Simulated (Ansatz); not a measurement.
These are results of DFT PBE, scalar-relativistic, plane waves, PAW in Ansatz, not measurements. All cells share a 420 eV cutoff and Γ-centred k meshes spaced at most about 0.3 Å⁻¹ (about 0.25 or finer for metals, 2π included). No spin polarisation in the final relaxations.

Temperature and zero-point effects are left out.

Two relaxed structures of CsNiSn:

A.

```
CELL_PARAMETERS angstrom
4.35167 0.00000 0.00000
-2.17584 3.76866 0.00000
0.00000 0.00000 6.27196
ATOMIC_POSITIONS crystal
Cs 0.66667 0.33333 0.50000
Ni 0.00000 0.00000 0.00000
Sn 0.33333 0.66667 0.00000
```

B.

```
CELL_PARAMETERS angstrom
3.62910 0.00000 0.00000
0.00000 3.62910 0.00000
0.00000 0.00000 7.28538
ATOMIC_POSITIONS crystal
Cs 0.00000 0.00000 0.00000
Ni 0.50000 0.50000 0.50000
Sn 0.00000 0.00000 0.50000
```

**Question.** Which would you expect to be lower, and how large is the difference?

**Answer.** A is lower, by 114 meV/atom. A has space group P-6m2 (No. 187), 34.3 Å³/atom and no gap on its mesh; B has space group P4/mmm (No. 123), 32.0 Å³/atom and no gap. Counting all near atoms (those within 1.25 times the shortest distance at each site; a plus sign parts nearer from farther groups), A has Cs 18, Ni 3, Sn 3 and B has Cs 6+8, Ni 4, Sn 4. The lower one is the more open, so pressure narrows the difference. Even the lower one lies +0.12 eV/atom against the reference forms of the elements (uncorrected), so neither is stable at this level. Both come from invented guesses.

Trial moments died out on the coarse mesh in P-6m2 and P4/mmm; another magnetic start might hold. Cells relaxed within their symmetry can be saddle points.
